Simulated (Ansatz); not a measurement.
**Al, first-principles data**

Al:
```
CELL_PARAMETERS angstrom
      5.21770     0.00000     0.00000
     -2.60885     4.51866     0.00000
      0.00000     0.00000     5.02427
ATOMIC_POSITIONS crystal
  Al 0.00000 0.00000 0.25363
  Al 0.00000 0.00000 0.74637
  Al 0.33333 0.66667 0.50000
  Al 0.66667 0.33333 0.50000
  Al 0.00000 0.50000 0.00000
  Al 0.50000 0.00000 0.00000
  Al 0.50000 0.50000 0.00000
```

Space group P6/mmm (No. 191); conventional cell a = 5.2177 Å, b = 5.2177 Å, c = 5.0243 Å, α = 90.00°, β = 90.00°, γ = 120.00°.

Method: DFT-PBEsol in the program Ansatz with PAW potentials. The cell and atoms are relaxed at this level. Other levels are named where they apply.

### Cell and energy

```json
{
 "volume_per_atom": "16.92 Å³",
 "density": "2.65 g/cm³"
}
```

### Electronic structure

```json
{
 "electronic_character": "metallic (no gap)",
 "Density of states at the Fermi level": "0.41 states/eV per atom (mean over ±0.08 eV)"
}
```

### Mechanics

```json
{
 "Bulk modulus (Birch–Murnaghan fit)": "73.9 GPa",
 "Pressure derivative B′": "4.5",
 "Elastic constants (relaxed ions, GPa)": "C11 = 122, C12 = 55.7, C13 = 40.3, C33 = 153, C44 = -16.8",
 "mechanical_stability": "unstable (C has a negative eigenvalue)"
}
```

### Phonons

```json
{
 "highest_zone_centre_frequency": "14.40 THz",
 "zone_centre_stability": "no imaginary mode at Γ"
}
```

The start of the workflow was typed in or built on a structure type; neither database checked (COD, Materials Project) lists it. It is not the phase usual at ambient conditions (space group No. 225). The PBEsol relaxation kept the symmetry of its start. As this level gives no gap, shear constants depend on the k-mesh and smearing (Fermi–Dirac, 0.1 eV here). As this level gives no gap, phonon frequencies hold no LO–TO term and depend on the k-mesh and smearing (Fermi–Dirac, 0.1 eV here). Axis ratios of metals converge slowly with the k-mesh, so a and c are less sure than the volume. On the denser mesh and wider smearing of the elastic run this cell carries a stress of 0.9 GPa.

Potentials: the later of the program's two PAW sets.
